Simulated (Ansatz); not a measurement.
## YIn: a sublattice moved along a line

Level of theory: Ansatz, DFT PBEsol, scalar-relativistic, plane waves, PAW. Settings: plane waves to 420 eV, k-mesh 12×12×12 (Γ-centred), Gaussian smearing 0.15 eV. No spin polarisation. Energies are free energies at this smearing, counted from the undisturbed cell; pressure is positive in compression.

Zero of the scan (as given, not relaxed at this level; it stands at -4.4 GPa, and it needn't be the usual structure):

```
CELL_PARAMETERS angstrom
3.81000 0.00000 0.00000
0.00000 3.81000 0.00000
0.00000 0.00000 3.81000
ATOMIC_POSITIONS crystal
Y 0.50000 0.50000 0.50000
In 0.00000 0.00000 0.00000
```

Every Y atom is moved by x along the Cartesian unit vector (0.000, 0.000, 1.000); the cell and all other atoms stay fixed. The cell is metallic on the mesh throughout.

**Question.** Over the sampled range (-0.5000 to 0.4375), is the undisturbed cell the lowest point?

**Answer.** Yes, every other sampled point lies higher.

The scan:

```
  x (Å)  ΔE (meV/cell)
-0.5000          308.6
-0.2500           74.4
 0.0000            0.0
 0.0625            4.6
 0.1250           18.3
 0.1875           41.5
 0.3125          117.3
 0.3750          170.6
 0.4375          234.3
```